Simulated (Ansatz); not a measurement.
GaN in space group P6_222 (No. 180; Ga on 3d, N on 3c), the program Ansatz at the PBEsol level (PAW). The conduction-band minimum lies at Γ, with 1 equivalent valley. Second derivatives d²E/dk² of the lowest band at one valley (eV·Å²), along Cartesian directions:

| direction | d²E/dk² |
|---|---|
| [100] | 55.54 |
| [010] | 55.54 |
| [001] | 53.79 |
| [110] | 55.54 |
| [101] | 54.68 |
| [011] | 54.68 |

Problem. Find the principal effective masses, the density-of-states mass and the conductivity mass.

Solution. Off-diagonal terms follow from H_xy = H[110] − (H_xx + H_yy)/2, and m*/mₑ = 7.620 eV·Å² over each eigenvalue: 0.14, 0.14, 0.14. One valley's DOS mass (m₁m₂m₃)^(1/3) = 0.14, conductivity mass 3/(Σ 1/mᵢ) = 0.14 mₑ.

Problem. What effective density of states Nc follows at 300 K for parabolic valleys?

Solution. Nc = 2.509e19 × 1 × (0.14)^(3/2) ≈ 1.3e18 cm⁻³.

The start of the workflow was typed in or built on a structure type; neither database checked (COD, Materials Project) lists it. It is not the phase usual at ambient conditions (space group No. 186, 216). The cell was relaxed with PBEsol under the symmetry of its start; whether a distortion lowers the energy is not shown. Spin–orbit coupling is left out wherever it is not named.

Potentials: the later of the program's two PAW sets.

Edges and masses are those of Kohn–Sham bands, whose gap is no quasiparticle gap.
